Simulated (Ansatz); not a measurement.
## zincblende-structured IrP

Level of theory: DFT, PBE, scalar-relativistic, no spin polarisation; plane waves to 420 eV with PAW datasets (Ansatz 0.2.0), Γ-centred 12×12×12 mesh, 0.05 eV Gaussian smearing. The datasets are Ansatz's generated set soft_2.

```
Ir P
1.0
     0.00000    2.62584    2.62584
     2.62584    0.00000    2.62584
     2.62584    2.62584    0.00000
Ir P
1 1
Direct
  0.00000 0.00000 0.00000
  0.25000 0.25000 0.25000
```

The structure was built from a prototype; whether the compound forms in it isn't claimed.

The run above is the reference. The same cell was run again with other input settings; several of them aren't fit for production, so the rows show the settings' effect and aren't properties of the material.

| keys changed | outcome | ΔE (meV/atom) | P (GPa) | gap on the mesh (eV) | cell moment (μB) | largest force component (eV/Å) | SCF iterations | rough core-seconds | new warnings |
| --- | --- | --- | --- | --- | --- | --- | --- | --- | --- |
| none (reference) | converged | 0.0 | -0.1 | metal | – | 0.000 | – | – | – |
| kpoints.mp_grid.grid: [12, 12, 12] → [8, 8, 8]; scf.convergence.dr2_threshold: 1e-05 | converged | 7.2 | 0.5 | metal | – | 0.000 | 6 | 1.3 | force scf threshold loose; stress scf threshold loose |
| scf.convergence.dr2_threshold: 1e-05; basis.ecutwfc: 420 → "44.1 Ry" | converged | -1.8 | -0.1 | metal | – | 0.000 | 6 | 4 | force scf threshold loose; stress scf threshold loose |
| hamiltonian.pseudopotentials: {"kind": "paw", "source": "jth"} | converged | – | 0.5 | metal | – | 0.000 | 8 | 4 | cutoff below recommended; radial quadrature taken |
| hamiltonian.dispersion: "d3bj" | converged | – | -4.6 | metal | – | 0.000 | 6 | 4 | – |
| hamiltonian.pseudopotentials: {"kind": "nc", "accuracy": "standard"}; scf.occupations.method: "gaussian" → "methfessel_paxton"; scf.occupations.width: 0.05 → 0.1; crystal.symmetry: {"detect": false} | converged | – | 0.6 | metal | – | 0.000 | 8 | 30 | cutoff below recommended |
| scf.n_extra_bands: 2; kpoints.mp_grid.grid: [12, 12, 12] → [18, 18, 18] | converged | 1.0 | 0.1 | metal | – | 0.000 | 6 | 9 | – |
| accuracy: "medium"; hamiltonian.xc: "pbe" → "r2scan" | converged | – | -3.6 | metal | – | 0.000 | 6 | 5 | cutoff below recommended |
| scf.mixing.algorithm: "broyden"; scf.mixing.beta: 0.9 | converged | 0.0 | -0.1 | metal | – | 0.000 | 6 | 3 | – |

ΔE is the energy with the smearing extrapolated to zero. It is left out where the change alters the Hamiltonian or the spin treatment. The varied runs start from atomic densities (corrected by the program's trained start where that serves), with the default search for lower states unless a row changes it.

Q: What happens with these changes: scf.mixing.preconditioner: "none"; hamiltonian.hubbard: {"sites": [{"species": "Ir", "l": "d", "u_eff": 1.0}], "double_counting": "fll"}; kpoints.mp_grid.grid: [12, 12, 12] → [10, 10, 10]?

A: outcome converged, P (GPa) -0.2, gap on the mesh (eV) metal, largest force component (eV/Å) 0.000, SCF iterations 7, rough core-seconds 4, new warnings filled band counts differ across k points.

Other pseudopotential files need their own cutoff; where it is too low, pressure and moments show the cutoff and not the files.

The pair part of a dispersion correction pulls inward (a three-body part mostly pushes out), and in metals and ionic crystals with large ions it often overbinds.

Of the reference: Spin–orbit coupling, which matters for such heavy elements, is left out.
